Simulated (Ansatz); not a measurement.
Theory: Ansatz 0.2.0, DFT PBEsol, scalar-relativistic, plane waves, PAW.

Settings: cutoff 420 eV, Γ-centred mesh 6×6×6 on the computed 14-atom cell, Gaussian smearing of 0.10 eV; no spin polarisation.

```xyz
14
Lattice="5.6227 0.0000 0.0000 -2.8114 4.8694 0.0000 0.0000 0.0000 7.1382" Properties=species:S:1:pos:R:3 pbc="T T T"
Na    0.0000    3.2463    4.7746
Na    2.8114    1.6231    2.3637
Na    0.0000    0.0000    3.5691
Ba    0.0000    0.0000    0.0000
P     0.0000    3.2463    1.5755
P     2.8114    1.6231    5.5627
O     0.0000    3.2463    0.0253
O     2.8114    1.6231    7.1129
O    -1.2590    3.9732    2.1260
O     4.0704    1.2712    5.0122
O     0.0000    1.7925    2.1260
O     2.8114    3.0769    5.0122
O     1.2590    3.9732    2.1260
O     1.5523    0.8962    5.0122
```

Task: Is this geometry at equilibrium? Which atom feels the largest force?

Result: It isn't. Atom 10 (O) feels (6.98, -4.10, -2.83) eV/Å, 8.573 eV/Å in size.

Task: Give all forces and the stress.

Result:
```csv
atom,Fx,Fy,Fz
Na1,-0.123,-0.167,0.080
Na2,-0.013,0.029,-0.133
Na3,-0.015,0.082,0.004
Ba4,0.121,0.062,0.147
P5,-0.010,0.018,-0.062
P6,-5.913,2.599,2.871
O7,0.041,0.045,0.133
O8,-0.191,-0.222,-0.096
O9,0.014,-0.009,-0.150
O10,6.980,-4.098,-2.827
O11,0.003,0.047,-0.172
O12,-1.408,1.787,0.101
O13,-0.031,0.007,-0.053
O14,0.546,-0.180,0.158
```
Stress (GPa, compression positive):
```
 3.61 -3.38 -2.69
-3.38  0.05  0.91
-2.69  0.91 -1.91
```

 The cell has an odd number of electrons and was run without spin polarisation, which forces a half-filled band: energy, forces and stress belong to that artificial state.